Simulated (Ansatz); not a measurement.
CdSe with Bi replacing Cd: gradients before and after relaxing the atoms

Start: a supercell of CdSe (wurtzite type, P6_3mc) built from a COD entry (the entry's cell lengths or inner coordinates differ somewhat from later room-temperature determinations), with all atoms left at the host's positions.

Space group P3m1 (No. 156); a = 8.6000, c = 14.0400 Å, γ = 120.00°.

| site | Wyckoff | site symmetry | x | y | z |
| --- | --- | --- | --- | --- | --- |
| Bi | 1a | 3m. | 0.0000 | 0.0000 | 0.0000 |
| Cd2 | 1a | 3m. | 0.0000 | 0.0000 | 0.5000 |
| Cd3 | 3d | .m. | 0.0000 | 0.5000 | 0.0000 |
| Cd4 | 3d | .m. | 0.0000 | 0.5000 | 0.5000 |
| Cd9 | 3d | .m. | 0.1667 | 0.8333 | 0.2500 |
| Cd10 | 3d | .m. | 0.1667 | 0.8333 | 0.7500 |
| Cd15 | 1c | 3m. | 0.6667 | 0.3333 | 0.2500 |
| Cd16 | 1c | 3m. | 0.6667 | 0.3333 | 0.7500 |
| Se17 | 1a | 3m. | 0.0000 | 0.0000 | 0.1925 |
| Se18 | 1a | 3m. | 0.0000 | 0.0000 | 0.6925 |
| Se19 | 3d | .m. | 0.0000 | 0.5000 | 0.1925 |
| Se20 | 3d | .m. | 0.0000 | 0.5000 | 0.6925 |
| Se25 | 3d | .m. | 0.1667 | 0.8333 | 0.4425 |
| Se26 | 3d | .m. | 0.1667 | 0.8333 | 0.9425 |
| Se31 | 1c | 3m. | 0.6667 | 0.3333 | 0.4425 |
| Se32 | 1c | 3m. | 0.6667 | 0.3333 | 0.9425 |

One atom of each set is listed.

All values are calculated (Ansatz; DFT, PBE, plane waves and PAW, scalar-relativistic, 420 eV cutoff, Γ-centred 3×3×2 k-points, Fermi–Dirac smearing 0.01 eV, cell charge +1), not measured.

The largest force at the start is 1.8 eV/Å. Relaxing the ions at fixed cell moves them by 0.195 Å at most (atom 28, Se) and 0.086 Å rms.

```tsv
site	moved (Å)	first shell before	first shell after	V_zz before (10²¹ V/m²)	η before
Bi	0.003	4 Se at 2.61–2.70 Å	4 Se at 2.80–2.81 Å	7.14	0.00
Cd2	0.040	4 Se at 2.61–2.70 Å	4 Se at 2.62–2.65 Å	3.83	0.00
Cd3	0.111	4 Se at 2.61–2.70 Å	4 Se at 2.60–2.64 Å	-1.95	0.42
Cd9	0.105	4 Se at 2.61–2.70 Å	4 Se at 2.61–2.65 Å	2.02	0.92
Cd10	0.083	4 Se at 2.61–2.70 Å	4 Se at 2.60–2.67 Å	5.64	0.01
Cd15	0.080	4 Se at 2.61–2.70 Å	4 Se at 2.60–2.63 Å	2.15	0.00
Se17	0.106	3 Cd at 2.61 Å, 1 Bi at 2.70 Å	3 Cd at 2.65 Å, 1 Bi at 2.81 Å	6.46	0.00
Se19	0.011	4 Cd at 2.61–2.70 Å	4 Cd at 2.60–2.63 Å	1.08	0.68
Se25	0.003	4 Cd at 2.61–2.70 Å	4 Cd at 2.61–2.62 Å	0.75	0.31
Se26	0.195	3 Cd at 2.61–2.70 Å, 1 Bi at 2.61 Å	3 Cd at 2.64–2.67 Å, 1 Bi at 2.80 Å	6.04	0.72
Se31	0.019	4 Cd at 2.61–2.70 Å	4 Cd at 2.60–2.62 Å	-0.32	0.00
Se32	0.051	4 Cd at 2.61–2.70 Å	4 Cd at 2.61–2.64 Å	-4.32	0.00
```

Task: How do the gradients change?

Result: 

```csv
site,V_zz after,η after,change of V_zz
Bi,2.65,0.00,-4.49
Cd2,0.92,0.00,-2.91
Cd3,4.03,0.51,–
Cd9,2.83,0.55,–
Cd10,4.52,0.22,-1.12
Cd15,-1.56,0.00,-3.71
Se17,7.14,0.00,+0.68
Se19,2.33,0.16,–
Se25,1.55,0.06,+0.80
Se26,5.74,0.20,-0.30
Se31,0.64,0.00,+0.96
Se32,-0.31,0.00,+4.01
```

The largest change of V_zz along a kept axis is on Bi, from 7.14 to 2.65. In per cent, |V_zz| changes by -63 on Bi, -76 to -20 on Cd, -93 to +107 on Se (all sites that start above 0.5, bar those whose gradient vanishes or changes sign or whose main axis turns by over 40°). Where |V_zz| stays above 0.1 and the axes keep their order, η moves most on Se26, from 0.72 to 0.20. V_zz changes sign on Cd15 (same axis), Se31 (same axis). On Cd9, Cd3, Se19 the largest principal value lies along another axis in the second run, so the two V_zz can't be compared directly. The table leaves out 4 of the 16 sites, with |V_zz| up to 3.80; their tensors move by 2.69 at most along any direction. The statements above cover all sites. The host's own positions weren't relaxed first, so part of the change far from the defect can be the host's relaxation.

The defect repeats with the cell of 32 atoms, so it feels its images: sites between two images don't show the values beside a lone defect, and zeros or small values of η there can come from the images' arrangement. Cd and Se carry a gradient in the pure host already, so the values there aren't the defect's effect alone. A uniform background compensates the cell's charge. Spin–orbit coupling is left out, which shifts gradients on Bi by a few per cent in wide-gap crystals, and can shift them far more where the calculated gap is small or absent, as here.
Before: With a gap of 0.7 eV on this mesh, small gradients can still move by 0.1 × 10²¹ V/m² or more as the k-mesh gets denser. The neighbours have not yet relaxed around the defect (largest force 1.8 eV/Å), so a real crystal will differ.
After: The relaxation keeps the site symmetry 3m of the start, so the impurity can move only along its axis; a start off the site could end lower. With a gap of 0.8 eV on this mesh, small gradients can still move by 0.1 × 10²¹ V/m² or more as the k-mesh gets denser.
